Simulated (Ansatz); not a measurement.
The cell below belongs to a search over invented structures; it isn't taken from experiment.

Input and command of a plane-wave DFT calculation in Ansatz:

```yaml
crystal:
  lattice:
    - [-3.17836613, 3.17836613, 6.36098454]
    - [3.17836613, -3.17836613, 6.36098454]
    - [3.17836613, 3.17836613, -6.36098454]
  atoms:
    - { symbol: Cs, position: [0.13021027, 0.13021027, 0.5235253] }
    - { symbol: Cs, position: [0.86978973, 0.39331503, 0.0] }
    - { symbol: Cs, position: [0.39331503, 0.86978973, 0.0] }
    - { symbol: Cs, position: [0.60668497, 0.60668497, 0.4764747] }
    - { symbol: Al, position: [0.25, 0.75, 0.5] }
    - { symbol: Al, position: [0.75, 0.25, 0.5] }
    - { symbol: Al, position: [0.5, 0.5, 0.0] }
    - { symbol: Os, position: [0.0, 0.0, 0.0] }
basis:
  ecutwfc: 420
kpoints:
  mp_grid: { grid: [4, 4, 4] }
hamiltonian:
  xc: pbe
scf:
  occupations: { method: gaussian, width: 0.2 }
  lower_state_search: "off"
output:
  forces: true
  stress: true
  eigenvalues: true
relax:
  adjacent_minimum: "off"
  f_tol: 0.08
  max_steps: 16
  cell: { stress_tol: 0.8 }
```

```bash
ansatz run input.yaml --threads 1 --pin off --max-ram 2560MiB --backend cpu --events-out ev --progress --plain --runs-dir out
```

Processor: Arm Neoverse N1, 1 thread, on a host shared with other jobs.

How long does it run, and how much memory does it take?

About 6 min, peak memory 0.78 GiB. It solves 39 bands at 13 k points (after reduction by symmetry) with about 9391 plane waves (on the last cell), in 77 SCF iterations over 10 ionic steps.
